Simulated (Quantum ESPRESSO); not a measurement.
# Si4C3B: input and log of a self-consistent run

A calculation, not a measurement. The program is pw.x of Quantum ESPRESSO 7.5 (plane-wave density functional theory). The cell is made up: 8 atoms on a zincblende/diamond lattice, with randomly drawn elements, strain and displacements, not relaxed. PseudoDojo standard norm-conserving files (v0.5 for PBE, v0.4.1 for LDA and PBEsol) set the functional; there is no spin polarisation, spin-orbit coupling or dispersion term, and the masses in the input are unused placeholders. A spin-polarised start on this cell or one of its family kept no moment.

Input:

```
&control calculation='scf', pseudo_dir='./dojo.nc.sr.pbe.v0_5.standard.upf', outdir='./o', disk_io='medium', tprnfor=.true., tstress=.true. /
&system ibrav=0, nat=8, ntyp=3, nbnd=26, ecutwfc=82.02448710, nosym=.true., tot_charge=0,
 occupations='smearing', smearing='fd', degauss=0.0073498644
/
&electrons conv_thr=7.350e-09, electron_maxstep=60, /
ATOMIC_SPECIES
B 1.0 B.upf
C 1.0 C.upf
Si 1.0 Si.upf
CELL_PARAMETERS angstrom
4.4741 0.0404 -0.0416
0.0404 4.4839 0.0478
-0.0416 0.0478 4.4987
ATOMIC_POSITIONS angstrom
Si 0.1061 -0.0541 -0.0247
Si 0.0945 2.4021 2.3954
Si 2.2509 0.0214 2.1924
Si 2.3298 2.346 -0.2462
C 0.9289 1.3255 1.1819
C 1.0856 3.5105 3.4847
C 3.3621 1.2097 3.3403
B 3.3038 3.4047 1.1758
K_POINTS automatic
6 6 6 1 1 1
```

The log is shortened where brackets say so; the opening notice, blank lines, dates and the lines on written files are dropped, and the path of the files is cut. It prints rydbergs, bohrs and kilobars, and counts compression as positive stress.

```
     Program PWSCF v.7.5
     Parallel version (MPI & OpenMP), running on       1 processor cores
     Number of MPI processes:                 1
     Threads/MPI process:                     1
     [start-up lines left out]
     bravais-lattice index     =            0
     lattice parameter (alat)  =       8.4555  a.u.
     unit-cell volume          =     608.8672 (a.u.)^3
     number of atoms/cell      =            8
     number of atomic types    =            3
     number of electrons       =        31.00
     number of Kohn-Sham states=           26
     kinetic-energy cutoff     =      82.0245  Ry
     charge density cutoff     =     328.0979  Ry
     scf convergence threshold =      7.3E-09
     mixing beta               =       0.7000
     number of iterations used =            8  plain     mixing
     Exchange-correlation= PBE
                           (   1   4   3   4   0   0   0)
     [axes and pseudopotential details left out]
   Cartesian axes
     site n.     atom                  positions (alat units)
         1        Si     tau(   1) = (   0.0237123  -0.0120908  -0.0055202  )
         2        Si     tau(   2) = (   0.0211198   0.5368450   0.5353476  )
         3        Si     tau(   3) = (   0.5030533   0.0047827   0.4899792  )
         4        Si     tau(   4) = (   0.5206867   0.5243072  -0.0550232  )
         5        C      tau(   5) = (   0.2075997   0.2962358   0.2641427  )
         6        C      tau(   6) = (   0.2426206   0.7845612   0.7787951  )
         7        C      tau(   7) = (   0.7513953   0.2703557   0.7465232  )
         8        B      tau(   8) = (   0.7383658   0.7609160   0.2627794  )
     number of k points=   108  Fermi-Dirac smearing, width (Ry)=  0.0073
     Number of k-points >= 100: set verbosity='high' to print them.
     Dense  grid:    61079 G-vectors     FFT dimensions: (  50,  50,  50)
     Estimated max dynamical RAM per process >      69.51 MB
     Initial potential from superposition of free atoms
     starting charge      30.9972, renormalised to      31.0000
     Starting wfcs are   32 randomized atomic wfcs
     total cpu time spent up to now is        9.4 secs
     per-process dynamical memory:    56.2 Mb
     Self-consistent Calculation
     iteration #  1     ecut=    82.02 Ry     beta= 0.70
     Davidson diagonalization with overlap
     ethr =  1.00E-02,  avg # of iterations =  4.1
     total cpu time spent up to now is       37.0 secs
     total energy              =     -75.20602475 Ry
     estimated scf accuracy    <       1.42707122 Ry
     iteration #  2     ecut=    82.02 Ry     beta= 0.70
     Davidson diagonalization with overlap
     ethr =  4.60E-03,  avg # of iterations =  2.0
     total cpu time spent up to now is       61.9 secs
     total energy              =     -75.59762977 Ry
     estimated scf accuracy    <       0.61119026 Ry
     iteration #  3     ecut=    82.02 Ry     beta= 0.70
     Davidson diagonalization with overlap
     ethr =  1.97E-03,  avg # of iterations =  2.0
     total cpu time spent up to now is       84.9 secs
     total energy              =     -75.70161003 Ry
     estimated scf accuracy    <       0.03400025 Ry
     iteration #  4     ecut=    82.02 Ry     beta= 0.70
     Davidson diagonalization with overlap
     ethr =  1.10E-04,  avg # of iterations =  7.9
     total cpu time spent up to now is      120.1 secs
     total energy              =     -75.71309295 Ry
     estimated scf accuracy    <       0.00405593 Ry
     iteration #  5     ecut=    82.02 Ry     beta= 0.70
     Davidson diagonalization with overlap
     c_bands:  1 eigenvalues not converged
     c_bands:  1 eigenvalues not converged
     ethr =  1.31E-05,  avg # of iterations =  6.5
     total cpu time spent up to now is      147.0 secs
     total energy              =     -75.71383009 Ry
     estimated scf accuracy    <       0.00073264 Ry
     iteration #  6     ecut=    82.02 Ry     beta= 0.70
     Davidson diagonalization with overlap
     ethr =  2.36E-06,  avg # of iterations =  4.9
     total cpu time spent up to now is      176.5 secs
     total energy              =     -75.71391114 Ry
     estimated scf accuracy    <       0.00014673 Ry
     iteration #  7     ecut=    82.02 Ry     beta= 0.70
     Davidson diagonalization with overlap
     ethr =  4.73E-07,  avg # of iterations =  2.0
     total cpu time spent up to now is      198.5 secs
     total energy              =     -75.71393195 Ry
     estimated scf accuracy    <       0.00002165 Ry
     iteration #  8     ecut=    82.02 Ry     beta= 0.70
     Davidson diagonalization with overlap
     ethr =  6.98E-08,  avg # of iterations =  2.0
     total cpu time spent up to now is      222.2 secs
     total energy              =     -75.71393796 Ry
     estimated scf accuracy    <       0.00000207 Ry
     iteration #  9     ecut=    82.02 Ry     beta= 0.70
     Davidson diagonalization with overlap
     ethr =  6.68E-09,  avg # of iterations =  2.1
     total cpu time spent up to now is      242.8 secs
     total energy              =     -75.71393849 Ry
     estimated scf accuracy    <       0.00000049 Ry
     iteration # 10     ecut=    82.02 Ry     beta= 0.70
     Davidson diagonalization with overlap
     ethr =  1.57E-09,  avg # of iterations =  2.0
     total cpu time spent up to now is      265.1 secs
     total energy              =     -75.71393854 Ry
     estimated scf accuracy    <       0.00000010 Ry
     iteration # 11     ecut=    82.02 Ry     beta= 0.70
     Davidson diagonalization with overlap
     ethr =  3.38E-10,  avg # of iterations =  2.0
     total cpu time spent up to now is      286.9 secs
     End of self-consistent calculation
     Number of k-points >= 100: set verbosity='high' to print the bands.
     the Fermi energy is     8.7907 ev
!    total energy              =     -75.71393856 Ry
     estimated scf accuracy    <          1.7E-09 Ry
     smearing contrib. (-TS)   =      -0.00517875 Ry
     internal energy E=F+TS    =     -75.70875981 Ry
     The total energy is F=E-TS. E is the sum of the following terms:
     one-electron contribution =      19.98407568 Ry
     hartree contribution      =       8.38824587 Ry
     xc contribution           =     -27.96631961 Ry
     ewald contribution        =     -76.11476174 Ry
     convergence has been achieved in  11 iterations
     Forces acting on atoms (cartesian axes, Ry/au):
     atom    1 type  3   force =    -0.11398010    0.14538488    0.11116312
     atom    2 type  3   force =    -0.07180432   -0.04900621   -0.04007450
     atom    3 type  3   force =    -0.06963974    0.13003764    0.04263578
     atom    4 type  3   force =    -0.00330248   -0.04244359    0.15046275
     atom    5 type  2   force =     0.12036655   -0.09642609   -0.05147987
     atom    6 type  2   force =     0.08978556   -0.03177447   -0.11362786
     atom    7 type  2   force =     0.00386356   -0.02901755   -0.02272590
     atom    8 type  1   force =     0.04471097   -0.02675460   -0.07635352
     Total force =     0.402510     Total SCF correction =     0.000030
     Computing stress (Cartesian axis) and pressure
          total   stress  (Ry/bohr**3)                   (kbar)     P=       15.51
   0.00017100  -0.00074728  -0.00006654           25.15     -109.93       -9.79
  -0.00074728  -0.00014089   0.00025531         -109.93      -20.73       37.56
  -0.00006654   0.00025531   0.00028618           -9.79       37.56       42.10
     init_run     :      8.51s CPU      9.39s WALL (       1 calls)
     electrons    :    250.30s CPU    277.43s WALL (       1 calls)
     forces       :      3.62s CPU      3.67s WALL (       1 calls)
     stress       :     13.77s CPU     13.84s WALL (       1 calls)
     [timing details left out]
     PWSCF        :   4m36.33s CPU   5m 5.37s WALL
     JOB DONE.
```

In other units: free energy -1030.141 eV for the cell, pressure 1.55 GPa, largest force component 3.869 eV/Å. A rerun of the same cell at another strain at 1347 eV and a 8 x 8 x 8 mesh moved values by no more than 0.004 eV in energy, 0.11 GPa in stress and 0.013 eV/Å in force.